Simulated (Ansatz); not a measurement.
SrTiO3 on the sites of the cubic perovskite structure (relaxed group Pm-3m) at its r2SCAN geometry, run in the PAW code Ansatz at 4 levels of theory. Calculated for a static, non-magnetic cell.

The PBE+SOC input:
```yaml
crystal:
  lattice:
    - [3.9068515418, 0.0, 0.0]
    - [0.0, 3.9068515418, 0.0]
    - [0.0, 0.0, 3.9068515418]
  atoms:
    - { symbol: Sr, position: [0.0, 0.0, 0.0] }
    - { symbol: Ti, position: [0.5, 0.5, 0.5] }
    - { symbol: O, position: [0.5, 0.0, 0.5] }
    - { symbol: O, position: [0.5, 0.5, 0.0] }
    - { symbol: O, position: [0.0, 0.5, 0.5] }
kpoints:
  mp_grid: { grid: [6, 6, 6] }
  band_path:
    path: [[0.0, 0.0, 0.0], [0.0, 0.5, 0.0], [0.5, 0.5, 0.0], [0.5, 0.5, 0.5]]
    npoints: 1
hamiltonian:
  xc: pbe
scf:
  occupations: { method: fixed }
  n_extra_bands: 10
magnetization:
  noncollinear: true
  spin_orbit: true
output:
  forces: true
  stress: true
  eigenvalues: true
```

Main results, then, where recorded, the levels near the gap in eV from the Fermi energy (columns number the bands from 0), one row a point of the path (Γ, X, M, R):
```
Crystal: 5 atoms, lattice volume = 59.632 Å³
Symmetry: 48 space group operations + 48 with time reversal
Magnetic group: BNS 221.93 (UNI 1595)
```
```
Basis set: ecut = 420 eV, 1189 PW (Γ)
k-points: 20 of 216
SCF 1 converged in 9 iterations: F = -7755.155892 eV  dr2 = 3.79e-9
Free energy (F): -7755.155892 eV
Fermi energy:    9.980680 eV
--- Stress (GPa, compression-positive) ---
        4.057131       0.000000       0.000000
        0.000000       4.057131       0.000000
        0.000000       0.000000       4.057131
  P = ⅓ Tr σ = 4.0571 GPa (40.571 kbar)
```
```tsv
band_32	band_33	band_34	band_35	band_36	band_37	band_38	band_39	band_40	band_41	band_42	band_43	band_44	band_45
-1.166	-1.166	-0.395	-0.395	-0.331	-0.331	-0.331	-0.331	1.868	1.868	1.868	1.868	1.896	1.896
-2.328	-2.328	-1.974	-1.974	-0.746	-0.746	-0.710	-0.710	2.042	2.042	3.780	3.780	3.805	3.805
-1.720	-1.720	-1.577	-1.577	-1.553	-1.553	-0.094	-0.094	3.791	3.791	3.811	3.811	4.257	4.257
-3.688	-3.688	-0.019	-0.019	0.000	0.000	0.000	0.000	4.464	4.464	4.464	4.464	4.492	4.492
```

The PBE+SOC gap is indirect, 1.87 eV (R to Γ), below the direct gap of 2.20 eV at Γ.

Task: In the first input these blocks are replaced (the band path and keys that only write files left aside):
```yaml
hamiltonian:
  xc: r2scan
scf:
  occupations: { method: fixed }
  n_extra_bands: 5
```
(magnetization left out)
What comes out?

Result:
```
Basis set: ecut = 500 eV, 1503 PW (Γ)
k-points: 20 of 216
SCF 1 converged in 7 iterations: F = -7774.722980 eV  dr2 = 7.89e-8
Free energy (F): -7774.722980 eV
Fermi energy:    9.642529 eV
--- Stress (GPa, compression-positive) ---
        0.015116       0.000000       0.000000
        0.000000       0.015116       0.000000
        0.000000       0.000000       0.015116
  P = ⅓ Tr σ = 0.0151 GPa (0.151 kbar)
```
```tsv
band_16	band_17	band_18	band_19	band_20	band_21	band_22
-1.212	-0.367	-0.367	-0.367	2.260	2.260	2.260
-2.356	-1.986	-0.752	-0.752	2.415	4.149	4.149
-1.770	-1.593	-1.593	-0.085	4.158	4.158	4.640
-3.775	0.000	0.000	0.000	4.847	4.847	4.847
```
With r2SCAN the valence top lies at R and the conduction bottom at Γ, 2.26 eV higher; the smallest vertical gap, at Γ, is 2.63 eV. The mean stress is close to zero (0.02 GPa).

HSE06. Against the first input these blocks differ (the band path and keys that only write files left aside):
```yaml
kpoints:
  mp_grid: { grid: [4, 4, 4] }
hamiltonian:
  xc: hse06
scf:
  occupations: { method: fixed }
  n_extra_bands: 5
```
(magnetization left out)

```
Basis set: ecut = 420 eV, 1189 PW (Γ)
k-points: 10 of 64
SCF 1 stopped early in 2 iterations: F = -7754.458062 eV  dr2 = 1.12e-4
Exchange kernel: α = 0.2500, screened, ω = 0.2079 Å⁻¹, Wigner–Seitz truncation, v(0) = 1032.5188 eV·Å³, q-mesh 4×4×4
SCF 2 stopped early in 6 iterations: F = -7756.183405 eV  dr2 = 2.84e-5
hybrid outer 1: dexx = +2.918e-2 eV, tail = 1.53e-4 eV
SCF 3 converged in 5 iterations: F = -7756.182540 eV  dr2 = 2.84e-9
hybrid outer 2: dexx = +2.769e-6 eV, tail = 6.31e-8 eV, Δε = 1.22e-2 eV
Free energy (F): -7756.182540 eV
Fermi energy:    8.954156 eV
--- Stress (GPa, compression-positive) ---
       -1.747975       0.000000       0.000000
        0.000000      -1.747975       0.000000
        0.000000       0.000000      -1.747975
  P = ⅓ Tr σ = -1.7480 GPa (-17.480 kbar)
```
```tsv
band_16	band_17	band_18	band_19	band_20	band_21	band_22
-1.265	-0.378	-0.378	-0.378	3.321	3.321	3.321
-2.498	-2.069	-0.795	-0.795	3.505	5.433	5.433
-1.955	-1.694	-1.694	-0.087	5.450	5.450	6.018
-4.020	0.000	0.000	0.000	6.251	6.251	6.251
```

With HSE06 the valence top lies at R and the conduction bottom at Γ, 3.32 eV higher; the smallest vertical gap, at Γ, is 3.70 eV. At this geometry HSE06 finds -1.7 GPa, compression counted positive: its own equilibrium volume is smaller. (The program warns that its thresholds are loose for a hybrid's stress.)

PBE0. Against the first input these blocks differ (the band path and keys that only write files left aside):
```yaml
kpoints:
  mp_grid: { grid: [4, 4, 4] }
hamiltonian:
  xc: pbe0
scf:
  occupations: { method: fixed }
  n_extra_bands: 5
```
(magnetization left out)

```
Basis set: ecut = 420 eV, 1189 PW (Γ)
k-points: 10 of 64
SCF 1 stopped early in 2 iterations: F = -7754.457039 eV  dr2 = 1.11e-4
Exchange kernel: α = 0.2500, full range, Wigner–Seitz truncation, v(0) = 8369.8307 eV·Å³, q-mesh 4×4×4
SCF 2 stopped early in 6 iterations: F = -7756.510714 eV  dr2 = 2.74e-5
hybrid outer 1: dexx = +3.978e-2 eV, tail = 1.61e-4 eV
SCF 3 converged in 6 iterations: F = -7756.510024 eV  dr2 = 1.21e-9
hybrid outer 2: dexx = +4.376e-6 eV, tail = 7.13e-8 eV, Δε = 4.96e-3 eV
Free energy (F): -7756.510024 eV
Fermi energy:    8.559959 eV
--- Stress (GPa, compression-positive) ---
       -1.875210       0.000000       0.000000
        0.000000      -1.875210       0.000000
        0.000000       0.000000      -1.875210
  P = ⅓ Tr σ = -1.8752 GPa (-18.752 kbar)
```
```tsv
band_16	band_17	band_18	band_19	band_20	band_21	band_22
-1.254	-0.364	-0.364	-0.364	4.067	4.067	4.067
-2.515	-2.086	-0.786	-0.786	4.254	6.211	6.211
-1.958	-1.702	-1.702	-0.091	6.228	6.228	6.796
-4.043	0.000	0.000	0.000	7.032	7.032	7.032
```

With PBE0 the valence top lies at R and the conduction bottom at Γ, 4.07 eV higher; the smallest vertical gap, at Γ, is 4.43 eV. The mean pressure is -1.9 GPa (compression positive), so PBE0 would shrink the cell's volume. The stress of a hybrid is loosely converged here.

Small level splittings and stresses of the hybrids carry the error of their coarser meshes.

Totals of different functionals, or with and without spin-orbit coupling, can't be compared.

Only the levels marked +SOC include spin-orbit coupling.

The meshes of the hybrids are coarse, so their gaps aren't converged to the digits shown.
